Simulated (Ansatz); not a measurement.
Given:

Te2W:
```
Te2W
1.0
    3.44501     0.00000     0.00000
    0.00000     6.21569     0.00000
    0.00000     0.00000    13.84271
Te W
8 4
Direct
  0.50000   0.79247   0.90380
  0.00000   0.20753   0.40380
  0.50000   0.70192   0.35778
  0.00000   0.29808   0.85778
  0.00000   0.85696   0.65740
  0.50000   0.14304   0.15740
  0.00000   0.64663   0.11114
  0.50000   0.35337   0.61114
  0.50000   0.95817   0.51544
  0.00000   0.04183   0.01544
  0.50000   0.39730   0.99972
  0.00000   0.60270   0.49972
```

This is the LDA-relaxed structure.

Question: All from DFT-LDA in the program Ansatz with PAW potentials, unless another level is named. Give the electronic character.

Answer: metallic (no gap).

Question: Predict the formation energy from the elements (no fitted shifts).

Answer: -0.11 eV/atom.

Question: Next, the density of states at the Fermi level?

Answer: 0.20 states/eV per atom (mean over ±0.08 eV).

Space group Pmn2_1. The first step of the workflow began from a Materials Project structure, measured or hypothetical; the Crystallography Open Database files this formula in space group No. 31, but the cells were not matched. Whether it is the stable phase at ambient conditions was not checked. The cell was relaxed with LDA under the symmetry of its start; whether a distortion lowers the energy is not shown. No spin polarisation was allowed. A crystal of weakly bound layers computed without a dispersion correction: the cell and the soft elastic constants depend strongly on that. The references are the lowest solids computed at this level, not always the standard phases. Scalar-relativistic: spin–orbit coupling is off unless named, which matters more the heavier the elements.

Potentials: the earlier of the program's two PAW sets. The files were generated under PBE; for other functionals the program regenerates the frozen cores, and for LDA and PBEsol the local potential too.
